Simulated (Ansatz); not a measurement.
W:
```yaml
crystal:
  lattice:
    - [0.00000, 2.91510, 2.91510]
    - [2.91510, 0.00000, 2.91510]
    - [2.91510, 2.91510, 0.00000]
  atoms:
    - { symbol: W, position: [0.25000, 0.25000, 0.25000] }
    - { symbol: W, position: [0.00000, 0.00000, 0.00000] }
```

This is the PBE-relaxed structure.

Task: All from the program Ansatz at the PBE level (PAW), unless another level is named. Give the highest zone-centre frequency.

Result: 153 cm⁻¹.

Task: Next, the bulk modulus (Birch–Murnaghan fit)?

Result: 120 GPa.

Space group Fd-3m (diamond). The cell is a constructed one: a structure type filled with these elements; neither database checked (COD, Materials Project) lists it. It is not the phase usual at ambient conditions (space group No. 229). Symmetry was held in the PBE relaxation. At this level the phase is mechanically unstable. No spin polarisation was allowed. As this level gives no gap, phonon frequencies hold no LO–TO term and depend on the k-mesh and smearing (Fermi–Dirac, 0.1 eV here). Spin–orbit coupling is left out wherever it is not named.

Potentials: the later of the program's two PAW sets.
